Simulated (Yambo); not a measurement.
**Optical response of NaCl at +1 % isotropic strain**

```xyz
2
Lattice="0.0000 2.8298 2.8298 2.8298 0.0000 2.8298 2.8298 2.8298 0.0000" Properties=species:S:1:pos:R:3 pbc="T T T"
Na     0.0000     0.0000     0.0000
Cl     2.8298     2.8298     2.8298
```

Yambo, RPA with local fields on PBEsol bands; 16×16×16 mesh, 32 bands, 4 Ry local-field block, 0.2 eV broadening; field along x.

```json
[
 {"E (eV)": "0.0", "Im ε": "0.00", "Re ε": "2.36", "Im ε, independent particles": "0.00"},
 {"E (eV)": "0.4", "Im ε": "0.00", "Re ε": "2.37", "Im ε, independent particles": "0.00"},
 {"E (eV)": "0.8", "Im ε": "0.00", "Re ε": "2.37", "Im ε, independent particles": "0.01"},
 {"E (eV)": "1.1", "Im ε": "0.01", "Re ε": "2.38", "Im ε, independent particles": "0.01"},
 {"E (eV)": "1.5", "Im ε": "0.01", "Re ε": "2.40", "Im ε, independent particles": "0.01"},
 {"E (eV)": "1.9", "Im ε": "0.01", "Re ε": "2.42", "Im ε, independent particles": "0.02"},
 {"E (eV)": "2.2", "Im ε": "0.02", "Re ε": "2.45", "Im ε, independent particles": "0.02"},
 {"E (eV)": "2.6", "Im ε": "0.02", "Re ε": "2.49", "Im ε, independent particles": "0.03"},
 {"E (eV)": "3.0", "Im ε": "0.03", "Re ε": "2.53", "Im ε, independent particles": "0.04"},
 {"E (eV)": "3.4", "Im ε": "0.03", "Re ε": "2.59", "Im ε, independent particles": "0.04"},
 {"E (eV)": "3.8", "Im ε": "0.04", "Re ε": "2.66", "Im ε, independent particles": "0.06"},
 {"E (eV)": "4.1", "Im ε": "0.06", "Re ε": "2.76", "Im ε, independent particles": "0.08"},
 {"E (eV)": "4.5", "Im ε": "0.10", "Re ε": "2.90", "Im ε, independent particles": "0.12"},
 {"E (eV)": "4.9", "Im ε": "0.21", "Re ε": "3.10", "Im ε, independent particles": "0.24"},
 {"E (eV)": "5.2", "Im ε": "0.46", "Re ε": "3.19", "Im ε, independent particles": "0.51"},
 {"E (eV)": "5.6", "Im ε": "0.63", "Re ε": "3.22", "Im ε, independent particles": "0.71"},
 {"E (eV)": "6.0", "Im ε": "0.77", "Re ε": "3.20", "Im ε, independent particles": "0.87"},
 {"E (eV)": "6.4", "Im ε": "0.98", "Re ε": "3.26", "Im ε, independent particles": "1.13"},
 {"E (eV)": "6.8", "Im ε": "1.14", "Re ε": "3.40", "Im ε, independent particles": "1.39"},
 {"E (eV)": "7.1", "Im ε": "1.53", "Re ε": "3.48", "Im ε, independent particles": "1.92"},
 {"E (eV)": "7.5", "Im ε": "2.06", "Re ε": "3.21", "Im ε, independent particles": "2.62"},
 {"E (eV)": "7.9", "Im ε": "2.28", "Re ε": "2.94", "Im ε, independent particles": "2.98"},
 {"E (eV)": "8.2", "Im ε": "2.73", "Re ε": "2.57", "Im ε, independent particles": "3.72"},
 {"E (eV)": "8.6", "Im ε": "2.80", "Re ε": "1.76", "Im ε, independent particles": "3.99"},
 {"E (eV)": "9.0", "Im ε": "2.34", "Re ε": "1.22", "Im ε, independent particles": "3.69"},
 {"E (eV)": "9.4", "Im ε": "1.80", "Re ε": "1.34", "Im ε, independent particles": "3.47"},
 {"E (eV)": "9.8", "Im ε": "1.66", "Re ε": "1.52", "Im ε, independent particles": "3.58"},
 {"E (eV)": "10.1", "Im ε": "1.80", "Re ε": "1.62", "Im ε, independent particles": "3.93"},
 {"E (eV)": "10.5", "Im ε": "2.00", "Re ε": "1.62", "Im ε, independent particles": "4.18"},
 {"E (eV)": "10.9", "Im ε": "2.19", "Re ε": "1.35", "Im ε, independent particles": "3.91"},
 {"E (eV)": "11.2", "Im ε": "2.20", "Re ε": "1.15", "Im ε, independent particles": "3.56"},
 {"E (eV)": "11.6", "Im ε": "2.16", "Re ε": "0.72", "Im ε, independent particles": "2.89"},
 {"E (eV)": "12.0", "Im ε": "1.89", "Re ε": "0.55", "Im ε, independent particles": "2.42"},
 {"E (eV)": "12.4", "Im ε": "1.66", "Re ε": "0.41", "Im ε, independent particles": "1.96"},
 {"E (eV)": "12.8", "Im ε": "1.40", "Re ε": "0.43", "Im ε, independent particles": "1.70"},
 {"E (eV)": "13.1", "Im ε": "1.36", "Re ε": "0.58", "Im ε, independent particles": "1.59"},
 {"E (eV)": "13.5", "Im ε": "1.45", "Re ε": "0.41", "Im ε, independent particles": "1.22"},
 {"E (eV)": "13.9", "Im ε": "1.16", "Re ε": "0.26", "Im ε, independent particles": "1.01"},
 {"E (eV)": "14.2", "Im ε": "0.99", "Re ε": "0.29", "Im ε, independent particles": "0.92"},
 {"E (eV)": "14.6", "Im ε": "0.88", "Re ε": "0.41", "Im ε, independent particles": "0.92"},
 {"E (eV)": "15.0", "Im ε": "0.88", "Re ε": "0.37", "Im ε, independent particles": "0.84"},
 {"E (eV)": "15.4", "Im ε": "0.70", "Re ε": "0.44", "Im ε, independent particles": "0.77"},
 {"E (eV)": "15.8", "Im ε": "0.71", "Re ε": "0.52", "Im ε, independent particles": "0.81"},
 {"E (eV)": "16.1", "Im ε": "0.65", "Re ε": "0.54", "Im ε, independent particles": "0.75"},
 {"E (eV)": "16.5", "Im ε": "0.64", "Re ε": "0.58", "Im ε, independent particles": "0.73"},
 {"E (eV)": "16.9", "Im ε": "0.61", "Re ε": "0.59", "Im ε, independent particles": "0.69"},
 {"E (eV)": "17.2", "Im ε": "0.56", "Re ε": "0.62", "Im ε, independent particles": "0.66"},
 {"E (eV)": "17.6", "Im ε": "0.56", "Re ε": "0.72", "Im ε, independent particles": "0.72"},
 {"E (eV)": "18.0", "Im ε": "0.60", "Re ε": "0.73", "Im ε, independent particles": "0.70"},
 {"E (eV)": "18.4", "Im ε": "0.65", "Re ε": "0.74", "Im ε, independent particles": "0.65"},
 {"E (eV)": "18.8", "Im ε": "0.69", "Re ε": "0.63", "Im ε, independent particles": "0.49"},
 {"E (eV)": "19.1", "Im ε": "0.59", "Re ε": "0.59", "Im ε, independent particles": "0.42"},
 {"E (eV)": "19.5", "Im ε": "0.54", "Re ε": "0.64", "Im ε, independent particles": "0.41"},
 {"E (eV)": "19.9", "Im ε": "0.56", "Re ε": "0.63", "Im ε, independent particles": "0.36"}
]
```

Structure narrower than a few tenths of an eV can come from the finite k mesh. Convergence of the RPA response with its 16×16×16 mesh was not tested. No excitonic effects at this level.

Geometry strained from the cell relaxed with PBEsol, atoms relaxed again.
